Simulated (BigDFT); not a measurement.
Sensitivity of a calculation on Ge(Br)2 triplet (Br2Ge) to its settings

```xyz
3

Ge     0.0300     0.0180     1.0053
Br     1.0043    -1.5111    -0.5094
Br    -1.0343     1.4931    -0.4959
```
Charge 0, spin multiplicity 3.

Base run A: PBE, Daubechies wavelet basis, HGH (Krack) norm-conserving potentials made for PBE, isolated boundary conditions (BigDFT 1.9.6), self-consistent single point.

Its settings: basis = Daubechies wavelets; dft.hgrids = 0.45 bohr; dft.rmult = 5 8; dft.ixc = 11; dft.nspin = 2; dft.mpol = 2; potentials = built-in HGH-K PBE; boundary_conditions = free; dft.gnrm_cv = 1e-04; dft.itermax = 80; dft.idsx = 6; dft.nrepmax = 3.

The grid can part forces that symmetry would make equal. The geometry comes from a cheaper method or was typed, in some cases with atoms then moved at random; it is not relaxed at this level, and the species need not be a known compound. A coarse multiplier of 5 or less cuts the tails of heavy atoms' orbitals, which raises levels. The spin state was set by the input and need not be the ground state.

ΔF is the free energy per atom less that of run A. 

These are the values that this program gave, and no reference: the built-in potentials of some of these elements keep semicore shells in the core, which can shift energies, forces and lattice constants.

Run A gave: largest force (eV/Å) 0.661; basis size 73954; rough cost (cheapest run = 1) 8.

Runs:
- B: dft.gnrm_cv: 1e-04 → 1e-01; dft.itermax: 80 → 100
- C: dft.hgrids: 0.45 bohr → 0.405 bohr
- D: dft.hgrids: 0.45 bohr → 0.72 bohr; dft.rmult: 5 8 → 3.5 5
- E: dft.ncong: default → 2
- F: dft.rmult: 5 8 → 4 8
- G: dft.rmult: 5 8 → 5 5

Task: What does run D change against A?

Result: The free energy rises by 1.06 eV/atom and the largest force goes from 0.661 to 1.982 eV/Å.

Task: What does run F change against A?

Result: The free energy rises by 302 meV/atom and the largest force goes from 0.661 to 1.065 eV/Å.

Task: What does run B change against A?

Result: The free energy rises by 66.5 meV/atom and the largest force goes from 0.661 to 0.809 eV/Å.

```tsv
run	ΔF (meV/atom)	largest force (eV/Å)	basis size	rough cost (cheapest run = 1)
A	0.00	0.661	73954	8
B	66.5	0.809	73954	2
C	-0.31	0.661	101323	9
D	1059.1	1.982	5971	1
E	0.00	0.660	73954	7
F	302.0	1.065	56990	4
G	0.32	0.662	47788	5
```
